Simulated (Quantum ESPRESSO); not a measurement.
## Calculated data, Mg2GaClO3 (made-up cell, one site empty)

Computed with Quantum ESPRESSO 7.5. Calculation on a made-up crystal cell, not a measurement, with one named mistake planted (healthy values lack it): periodic Kohn-Sham density functional theory in plane waves with PseudoDojo standard norm-conserving scalar-relativistic pseudopotentials, each functional with its own files (v0.5 for PBE, v0.4.1 for LDA and PBEsol), no spin polarisation, no spin-orbit coupling, atoms not relaxed, stress positive in tension, energies less a fixed whole-eV offset for each atom's element; levels are Kohn-Sham levels at fractions of this cell's reciprocal vectors, counted from the reference band (half the neutral cell's valence electrons, rounded up) at Gamma; error bars cover cutoff and k-mesh only, not smearing or the files; each bar is the largest change over components, and at least 0.002 eV, 0.002 eV per angstrom or 0.02 GPa; a charged cell sits in a uniform background, with energy and stress on this program's zero of potential; energies are for the whole cell, and the offsets were chosen from early runs and are not element reference energies; a distance is the largest change of any value in units of its error bar (the energy's for the smearing term), a scale change is of lengths, and a coarse mesh keeps the half-step shift; machines and their load varied, so run times do not measure scaling.

Mg2GaClO3 (made-up cell, one site empty)

Intended structure:
```xyz
7
Lattice="4.6996 -0.0051 -0.0398 -0.0051 4.7491 0.0499 -0.0398 0.0499 4.8683" Properties=species:S:1:pos:R:3 Mg2GaClO3
Ga    -0.0479     0.0706     0.0106
Mg    -0.0448     2.5369     2.3693
Mg     2.2828     2.2547    -0.0344
O      1.3070     1.1233     1.1404
O      1.0207     3.5049     3.5342
O      3.4104     1.0836     3.6036
Cl     3.4480     3.6303     1.1916
```

- lattice type: zincblende/diamond
- empty site: 3
- intended functional: pbe
- intended cutoff: 1143 eV
- intended fermi dirac smearing: 0.025 eV
- intended scf tolerance: 1e-07 eV
- intended electrons removed: 0
- healthy free energy less offsets: 6.235 eV
- healthy scf iterations: 13
- healthy smearing term minus ts: 0 eV
- healthy pressure: 2.42 GPa
- healthy stress xx: -3.52 GPa
- healthy stress yy: -2.31 GPa
- healthy stress zz: -1.42 GPa
- healthy stress yz: 9.65 GPa
- healthy stress xz: -4.26 GPa
- healthy stress xy: -5.78 GPa
- healthy reference band: 29
- fault kind: wide smearing
- fault smearing: 0.59 eV
- faulty run command: pw.x -nk 1 -in in
- faulty run processor: AMD EPYC, Zen 5 class, virtual cores
- intended k mesh: 4 x 4 x 4, shifted by half a step
- structure shown: as intended, without the mistake

Atoms:
```tsv
atoms element	atom site	atom energy offset (eV)
Ga	1	-2080
Mg	2	-1617
Mg	4	-1617
O	5	-452
O	6	-452
O	7	-452
Cl	8	-449
```

Healthy forces:
```tsv
site	x (eV/Å)	y (eV/Å)	z (eV/Å)
1	3.88	3.297	-4.593
2	3.495	-5.212	3.683
4	-1.653	-1.545	-3.483
5	-2.899	-0.276	-0.611
6	-0.17	0.79	2.976
7	1.672	0.643	1.575
8	-4.324	2.304	0.453
```

Healthy levels:
```tsv
level k point	next band up (eV)
Gamma	1.611
(1/2,1/2,1/2)	2.858
(0.15,0,0)	2.009
(0,0.15,0)	2.01
(0,0,0.15)	1.974
```

Q: Estimate the faulty stress zz of Mg2GaClO3 (made-up cell, one site empty).
A: -3.137 GPa

Q: Estimate the faulty stress yz of Mg2GaClO3 (made-up cell, one site empty).
A: 9.375 GPa

Further results for Mg2GaClO3 (made-up cell, one site empty):

* faulty free energy less offsets: 6.011 eV
* faulty scf iterations: 11
* faulty smearing term minus ts: -0.8773 eV
* faulty pressure: 3.931 GPa
* faulty stress xx: -4.962 GPa
* faulty stress yy: -3.695 GPa
* faulty stress xz: -4.32 GPa
* faulty stress xy: -5.854 GPa
* faulty reference band: 29
* other mistakes compared: 7
* distance from healthy: 414.4 error bars
* distance from nearest other mistake: 414.4 error bars
* healthy error bar energy: 0.002117 eV
* healthy error bar stress: 0.02818 GPa
* healthy error bar force: 0.002715 eV/Å
* healthy error bar next band up: 0.002 eV
* faulty wall time of scf and band steps on a shared machine: 249.3 s

Faulty forces:
```tsv
site	x (eV/Å)	y (eV/Å)	z (eV/Å)
1	3.847	3.272	-4.374
2	3.431	-5.193	3.511
4	-1.594	-1.518	-3.34
5	-2.681	-0.1312	-0.4892
6	-0.06963	0.678	2.789
7	1.535	0.7412	1.367
8	-4.469	2.151	0.5355
```

Faulty levels:
```tsv
level k point	next band up (eV)
Gamma	1.758
(1/2,1/2,1/2)	3.029
(0.15,0,0)	2.154
(0,0.15,0)	2.154
(0,0,0.15)	2.118
```
